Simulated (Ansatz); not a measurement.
Starting cell, Ga$_{2}$O$_{3}$ (corundum):

```
CELL_PARAMETERS angstrom
      2.52884     1.46003     4.54105
     -2.52884     1.46003     4.54105
      0.00000    -2.92005     4.54105
ATOMIC_POSITIONS crystal
  Ga 0.35584 0.35584 0.35584
  Ga 0.14416 0.14416 0.14416
  Ga 0.64416 0.64416 0.64416
  Ga 0.85584 0.85584 0.85584
  O  0.55313 0.94687 0.25000
  O  0.25000 0.55313 0.94687
  O  0.94687 0.25000 0.55313
  O  0.44687 0.05313 0.75000
  O  0.75000 0.44687 0.05313
  O  0.05313 0.75000 0.44687
```

The atoms are displaced by Q × the pattern below (from a DFPT mode at Γ, largest move 1; Q in Å), at fixed cell.

```
atom       x       y       z
----  ------  ------  ------
Ga1    0.000   0.000   1.000
Ga2    0.000   0.000  -1.000
Ga3    0.000   0.000  -1.000
Ga4    0.000   0.000   1.000
O5    -0.161   0.000   0.000
O6     0.081  -0.140   0.000
O7     0.081   0.140   0.000
O8     0.161   0.000   0.000
O9    -0.081   0.140   0.000
O10   -0.081  -0.140   0.000
```

The numbers are results of PBE (plane waves to 420 eV, PAW, scalar-relativistic; Ansatz, a quantum-chemistry and plane-wave program), not measurements. k mesh 8×8×8 (Γ-centred), Fermi-Dirac smearing 0.05 eV. E stands for the smeared free energy. Ga2O3 was relaxed with its symmetry unable to fall. ΔE is measured from the undisplaced structure.

The scan covers Q from -0.280 to 0.280 Å in 13 points.

Problem. Is the energy the same for displacements of ±0.280 Å, and if not, which side lies higher?

Solution. Not even: the negative side lies higher at ±0.280 Å.

Problem. Is this a single well or a double well?

Solution. A single well with its minimum at or next to zero displacement.

Problem. Which space group does the distorted structure have?

Solution. R-3c (No. 167), as undistorted: a fully symmetric mode.

Problem. What is the energy change at Q = 0.280 Å?

Solution. 1264 meV/cell.

Problem. What harmonic wavenumber does the curvature at Q = 0 give?

Solution. 199 cm⁻¹.

(A displaced cell: forces are minus the slopes of the energy, force constants its curvatures, and phonons follow from these.)
